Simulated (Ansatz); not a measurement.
A geometry of Cu away from equilibrium: step 2 of the relaxation of a relaxed Cu cell displaced along its unstable phonon at q = Γ (63i cm⁻¹), largest move 0.15 Å. Method: r2SCAN (plane waves to 500 eV, PAW, scalar-relativistic; Ansatz, a program for electronic structure). Γ-centred k-mesh 15×15×4 on the run's cell (coarser than for final values), Fermi–Dirac smearing 0.05 eV.

```
Cu
1.0
    2.48800     0.00000     0.00000
   -1.24400     2.15506     0.00000
    0.00000     0.00000     8.88985
Cu
4
Direct
  0.28113   0.56226   0.11710
  0.71887   0.43774   0.61710
  0.61436   0.22872   0.88290
  0.38564   0.77128   0.38290
```

Question: What forces act on the atoms (eV/Å)?

Answer: 
| atom | Fx | Fy | Fz |
|---|---|---|---|
| Cu1 | 0.00 | -0.19 | 0.10 |
| Cu2 | 0.00 | 0.19 | 0.10 |
| Cu3 | 0.00 | -0.20 | -0.10 |
| Cu4 | 0.00 | 0.20 | -0.10 |

Question: What is the pressure?

Answer: -0.3 GPa, compression positive.

Question: How much energy per atom can still be gained by relaxing?

Answer: 0.13 eV/atom; the path ends in P6₃/mmc (No. 194) (AFLOW prototype A_hP4_194_ac (A3', as in La)).

No spin polarisation in the result.

The run could not lose the symmetry of its start, so the end can be a saddle point.

The end of the path is a generated cell of Cu: the first start was made by placing the elements on the sites of a structure type, and the end was not matched to a known phase here, so it may be hypothetical. Known forms of Cu include space group No. 225.
